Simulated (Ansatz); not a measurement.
CrB$_{2}$:
```yaml
crystal:
  lattice:
    - [-1.41384, 1.41384, 2.95841]
    - [1.41384, -1.41384, 2.95841]
    - [1.41384, 1.41384, -2.95841]
  atoms:
    - { symbol: Cr, position: [0.00000, 0.00000, 0.00000] }
    - { symbol: B, position: [0.35692, 0.35692, 0.00000] }
    - { symbol: B, position: [0.64308, 0.64308, 0.00000] }
```

Relaxed with PBEsol. Special points in fractions of this cell's reciprocal vectors: Γ (0.000, 0.000, 0.000); X (0.000, 0.000, 0.500); P (0.250, 0.250, 0.250); N (0.000, 0.500, 0.000); M (0.500, 0.500, -0.500); S (0.307, 0.693, -0.307); S0 (-0.307, 0.307, 0.307); R (-0.114, 0.114, 0.500); G (0.500, 0.500, -0.114).

Q: List the band energies nearest the Fermi level at these points for PBEsol (plane waves, PAW; program Ansatz).

A: In eV from the Fermi level; about four levels below and three above (degenerate sets whole), none deeper than 8.9 eV; points with the same levels are listed once.

```json
[
 {"k": "Γ", "below": "-5.84 -1.99 -1.72 -1.72", "above": "0.57 3.33 3.73 3.73"},
 {"k": "X", "below": "-2.83 -1.54 -1.02 -0.83", "above": "1.80 3.85 4.51"},
 {"k": "P", "below": "-5.42 -5.42 -3.72 -0.88 -0.88", "above": "0.07 1.80 3.06"},
 {"k": "N", "below": "-3.67 -3.22 -2.71 -0.40", "above": "0.48 1.98 6.02"},
 {"k": "M", "below": "-2.52 -0.23", "above": "0.05 0.05 0.47 0.47"},
 {"k": "S", "below": "-7.70 -6.57 -2.57 -1.74", "above": "0.43 0.57 1.57"},
 {"k": "R", "below": "-3.01 -1.78 -0.85 -0.42", "above": "1.73 3.96 5.39"}
]
```

Space group I4/mmm (MoSi2 or CaC2 type). The cell is a constructed one: a structure type filled with these elements; neither database checked (COD, Materials Project) lists it. COD files the formula under space group No. 191. Its standing as an ambient phase is unchecked. The PBEsol relaxation kept the symmetry of its start; its stability against distortions is not shown here. The workflow began spin-polarised and lost its moments.

Potentials: the earlier of the program's two PAW sets. The files were generated under PBE; for other functionals the program regenerates the frozen cores, and for LDA and PBEsol the local potential too.
